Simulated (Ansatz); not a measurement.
KMgF3 (cubic perovskite, Pm-3m) under volume change, DFT-PBEsol in the program Ansatz with PAW potentials, scaled uniformly.

| V (Å³/atom) | E − E(relaxed) (meV/atom) | P (GPa) |
|---|---|---|
| 11.572 | 27.7 | 8.45 |
| 11.953 | 11.6 | 5.16 |
| 12.335 | 2.8 | 2.37 |
| 12.716 | 0.0 | 0.01 |
| 13.098 | 2.4 | -1.99 |
| 13.479 | 9.2 | -3.69 |
| 13.861 | 19.8 | -5.13 |

Task: What does a third-order Birch–Murnaghan fit give for V₀, B₀ and B′?

Result: V₀ = 12.72 Å³/atom, B₀ = 72.3 GPa, B′ = 4.5.

The PBEsol relaxation kept the symmetry of its start; phonons on a q-mesh show no instability.

Potentials: the later of the program's two PAW sets.
